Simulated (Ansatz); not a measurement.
## Si3Sn: rattling a relaxed structure

The structure comes from a generated guess, relaxed at this level; another structure or a mixture of phases may lie lower.

All numbers below come from DFT PBE, scalar-relativistic, plane waves, PAW in Ansatz. Cutoff 420 eV; k points 10×10×6 on the computed 4-atom cell (Γ-centred); Gaussian smearing, width 0.01 eV; no spin polarisation.

The cell below (4 atoms, space group P-4m2 (No. 115)) is relaxed within its symmetry.

```
CELL_PARAMETERS angstrom
4.06034 0.00000 0.00000
0.00000 4.06034 0.00000
0.00000 0.00000 5.79705
ATOMIC_POSITIONS crystal
Si 0.50000 0.00000 0.22469
Si 0.00000 0.50000 0.77531
Si 0.50000 0.50000 0.00000
Sn 0.00000 0.00000 0.50000
```

For the test a repeat of it with 8 atoms (edges 4.06, 4.06, 11.59 Å) was strained at random (σ = 1.5 % a component), the atoms were moved at random (σ = 0.10 Å), and all was relaxed again on a coarse 6×6×2 mesh (in the run’s order of axes) with 0.20 eV smearing, with no symmetry imposed.

Problem. Is the structure stable against such a distortion?

Solution. It returns, within 1 meV/atom of the unmoved cell on that mesh and with the same symmetry when read at 0.1 Å. No instability shows in this cell; modes of other wave vectors, which need another repeat, aren't tested.
